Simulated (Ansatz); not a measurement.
ZnHgS2:
```yaml
crystal:
  lattice:
    - [1.97532, 1.14045, 6.54417]
    - [-1.97532, 1.14045, 6.54417]
    - [0.00000, -2.28090, 6.54417]
  atoms:
    - { symbol: Zn, position: [0.50089, 0.50089, 0.50089] }
    - { symbol: Hg, position: [0.99659, 0.99659, 0.99659] }
    - { symbol: S, position: [0.86903, 0.86903, 0.86903] }
    - { symbol: S, position: [0.38351, 0.38351, 0.38351] }
```

Plane-wave PAW PBEsol (Ansatz code) gives a gap of 0.36 eV without spin–orbit coupling, maximum at Γ, minimum at Γ.

What happens when spin–orbit coupling is switched on?

The gap falls by 0.01 eV, to 0.35 eV; maximum at Γ, minimum at Γ.

Give the electron effective mass with spin–orbit coupling.

0.053, 0.053, 0.078 mₑ (principal values).

Give the hole effective mass with spin–orbit coupling.

0.13, 0.13, 1.8 mₑ (principal values).

Space group R3m. The workflow started from a Materials Project entry (that database holds measured and hypothetical structures alike); the Crystallography Open Database copy checked does not list it. Its standing as an ambient phase is unchecked. Symmetry was held in the PBEsol relaxation; of distortions, only those at the zone centre were tested.

Potentials: the later of the program's two PAW sets.
